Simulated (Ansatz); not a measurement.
TlF:
```
TlF
1.0
    3.68738     0.00000     0.00000
    0.00000     3.68738     0.00000
    0.00000     0.00000     6.20542
Tl F
2 2
Direct
  0.00000   0.50000   0.74440
  0.50000   0.00000   0.25560
  0.50000   0.00000   0.86484
  0.00000   0.50000   0.13516
```

Relaxed with r²SCAN+D4.

### Question
Give the Bader charges and basin volumes of the independent atoms, DFT-r²SCAN+D4 in the program Ansatz with PAW potentials.

### Answer


```
atom  Bader charge (e)  Bader volume (Å³)
----  ----------------  -----------------
Tl1              +0.80               28.0
F3               -0.80               14.2
```

Space group P4/nmm. The first step of the workflow began from a Materials Project structure, measured or hypothetical; the Crystallography Open Database files this formula in space group No. 129, but the cells were not matched. Its standing as an ambient phase is unchecked. The r²SCAN+D4 relaxation kept the symmetry of its start; whether a distortion lowers the energy is not shown. Scalar-relativistic: spin–orbit coupling is off unless named, which matters more the heavier the elements.

Potentials: the later of the program's two PAW sets.
